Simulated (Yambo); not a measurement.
G0W0@LDA for CaTiF$_{6}$ (space group R-3m, No. 166, within 0.06 Å of Fm-3m) in Yambo. Reference settings: 2×2×2 Γ-centred k mesh, bands 2 to 209 and a 7 Ry block in the screening, 209 bands in G with the Bruneval-Gonze terminator, plasmon pole fitted at 27.2 eV. The LDA gap Γ → Γ on this mesh is 4.82 eV; G0W0 gaps are taken between the same points.

The settings were changed. The gap went from 9.66 eV to 9.83 eV, and the shift of the valence edge from -2.11 eV to -1.92 eV.

Problem. What was changed between the two runs?
A) 85 bands in G, no terminator
B) no terminator
C) 3 Ry block
D) pole fitted at 10 eV

Solution. B, no terminator. The others gave (gap, valence shift): pole fitted at 10 eV: 9.46, -1.96 eV; 85 bands in G, no terminator: 9.91, -1.61 eV; 3 Ry block: 10.79, -2.73 eV.

Geometry of the Materials Project entry, not relaxed at this level; primitive cell a = b = c = 5.8453 Å, α = β = γ = 59.76°.

A shift is the quasiparticle energy of the state minus its LDA energy.
